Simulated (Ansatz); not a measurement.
Ti (hcp, Mg type)

```
CELL_PARAMETERS angstrom
      2.93914     0.00000     0.00000
     -1.46957     2.54537     0.00000
      0.00000     0.00000     4.65010
ATOMIC_POSITIONS crystal
  Ti 0.33333 0.66667 0.75000
  Ti 0.66667 0.33333 0.25000
```

The atoms are displaced by Q × the pattern below (from a DFPT mode at Γ, largest move 1; Q in Å), at fixed cell. It is one choice among 2 degenerate patterns.

```json
[
 {"atom": "Ti1", "x": "0.000", "y": "-1.000", "z": "0.000"},
 {"atom": "Ti2", "x": "0.000", "y": "1.000", "z": "0.000"}
]
```

Level of theory: PBE (plane waves to 420 eV, PAW, scalar-relativistic; Ansatz, a quantum-chemistry and plane-wave program). k mesh 18×18×10 (Γ-centred), Fermi-Dirac smearing 0.05 eV. With partly filled bands, energies and forces of such displacements shift with the k mesh and the smearing. Ti is run without spin polarisation. Ti was relaxed with its symmetry unable to fall. 

| Q (Å) | −dE/dQ from forces (eV/Å) |
|---|---|
| -0.180 | 0.858 |
| -0.150 | 0.765 |
| -0.120 | 0.671 |
| -0.090 | 0.542 |
| -0.060 | 0.371 |
| -0.030 | 0.185 |
| 0.000 | 0.000 |
| 0.030 | -0.177 |
| 0.060 | -0.342 |
| 0.090 | -0.488 |
| 0.120 | -0.609 |
| 0.150 | -0.702 |
| 0.180 | -0.768 |

Problem. What harmonic wavenumber does the curvature at Q = 0 give?

Solution. 131 cm⁻¹. E″ = 6.08 eV/Å², M = Σ mᵢ|uᵢ|² = 95.7 u, ν̃ = 521.5·√(|E″|/M).

(For displaced atoms, the force is minus the slope of the energy, and its curvature is a force constant, which sets phonon frequencies.)
